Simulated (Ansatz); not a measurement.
## Ir: phonons across the zone

The calculation used DFT PBEsol, scalar-relativistic, plane waves, PAW in Ansatz 0.2.0. Cutoff 420 eV, 20×20×20 k-points (Γ-centred), Fermi-Dirac smearing of 0.15 eV. No spin polarisation. Phonons by linear response, acoustic sum rule imposed.

Equilibrium structure at this level:
```yaml
crystal:
  lattice:
    - [0.00000, 1.91613, 1.91613]
    - [1.91613, 0.00000, 1.91613]
    - [1.91613, 1.91613, 0.00000]
  atoms:
    - { symbol: Ir, position: [0.00000, 0.00000, 0.00000] }
```

In a metal, frequencies and elastic constants depend on the k mesh and the smearing, soft modes and shear constants most. Spin–orbit coupling is left out, which can shift energies with elements as heavy as these. The q mesh is coarse, so values between its points are rough.

Force constants from linear response on a 2×2×2 q mesh.

Path: Γ–X–U | K–Γ–L–W–X. Distance along the path (Å⁻¹), then the branches (cm⁻¹, negative for imaginary):
```
0.000  0 0 0
0.205  30 30 39
0.410  59 59 76
0.615  85 85 109
0.820  107 107 138
1.025  124 124 161
1.230  136 136 178
1.435  144 144 188
1.639  146 146 191
1.712  146 146 191
1.784  146 148 190
1.857  145 150 190
1.929  144 153 189
2.002  143 156 187
2.074  142 160 185
2.147  140 164 183
2.219  138 167 181
2.219  138 167 181
2.437  130 171 176
2.654  120 157 178
2.871  106 140 170
3.089  89 118 153
3.306  70 92 125
3.523  48 63 88
3.741  24 32 46
3.958  0 0 0
4.136  22 22 39
4.313  44 44 76
4.491  64 64 111
4.668  81 81 141
4.846  95 95 166
5.023  106 106 185
5.201  112 112 196
5.378  114 114 200
5.523  115 117 199
5.668  118 124 197
5.813  122 135 194
5.958  128 146 190
6.103  134 157 185
6.248  140 165 179
6.393  146 170 174
6.537  148 172 172
6.640  148 168 176
6.742  148 163 180
6.845  148 159 184
6.947  147 155 186
7.050  147 151 188
7.152  146 148 190
7.255  146 147 191
7.357  146 146 191
```

Cost: 1 run of about 0.79 core-minutes, on Intel Xeon 6975P-C (Granite Rapids) (shared hosts).